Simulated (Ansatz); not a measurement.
VH$_{2}$:
```
VH2
1.0
    0.00000     2.09368     2.09368
    2.09368     0.00000     2.09368
    2.09368     2.09368     0.00000
V H
1 2
Direct
  0.00000   0.00000   0.00000
  0.25000   0.25000   0.25000
  0.75000   0.75000   0.75000
```

Relaxed with r²SCAN. Special points in fractions of this cell's reciprocal vectors: Γ (0.000, 0.000, 0.000); X (0.500, 0.000, 0.500); U (0.625, 0.250, 0.625); K (0.375, 0.375, 0.750); L (0.500, 0.500, 0.500); W (0.500, 0.250, 0.750).

List the band energies nearest the Fermi level at these points for r²SCAN (plane waves, PAW; program Ansatz).

In eV from the Fermi level; about four levels below and three above (degenerate sets whole), none deeper than 8.9 eV; points with the same levels are listed once.

```tsv
k	below	above
Γ	-1.04 -1.04 -1.04	0.80 0.80 0.89
X	-7.11 -6.25 -3.90	1.72 1.79 1.79
U	-7.13 -6.46 -3.09	0.83 1.41 3.09
L	-8.65 -6.22 -0.92 -0.92	1.65 1.65 4.63
W	-6.75 -6.75 -2.90	0.35 1.79 3.71 3.71
```

Space group Fm-3m (fluorite). The workflow started from an entry of the Crystallography Open Database (COD). Its standing as an ambient phase is unchecked. The r²SCAN relaxation kept the symmetry of its start; whether a distortion lowers the energy is not shown. The workflow began spin-polarised and lost its moments. The cell computed holds one magnetic atom, so no antiferromagnetic order was within reach.

Potentials: the later of the program's two PAW sets.
